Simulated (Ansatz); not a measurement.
CaTaS$_{2}$ in space group P-3m1 (No. 164; S on 2d, Ta on 1a, Ca on 1b) under volume change, plane-wave PAW PBE+D3(BJ) (Ansatz code), shape and atoms relaxed at each volume.

```tsv
V (Å³/atom)	E − E(relaxed) (meV/atom)	P (GPa)
16.245	55.8	12.10
16.781	23.4	7.40
17.316	5.5	3.41
17.852	0.0	0.00
18.387	4.9	-2.82
18.923	18.2	-5.17
19.459	39.1	-7.27
```

### Question
What does a third-order Birch–Murnaghan fit give for V₀, B₀ and B′?

### Answer
V₀ = 17.86 Å³/atom, B₀ = 103 GPa, B′ = 4.6.

A made-up cell: these elements were put on the sites of a structure type; neither database checked (COD, Materials Project) lists it. Its standing as an ambient phase is unchecked. Symmetry was held in the PBE+D3(BJ) relaxation; of distortions, only those at the zone centre were tested. The run is not spin-polarised. Scalar-relativistic: spin–orbit coupling is off unless named, which matters more the heavier the elements.

Potentials: the later of the program's two PAW sets.
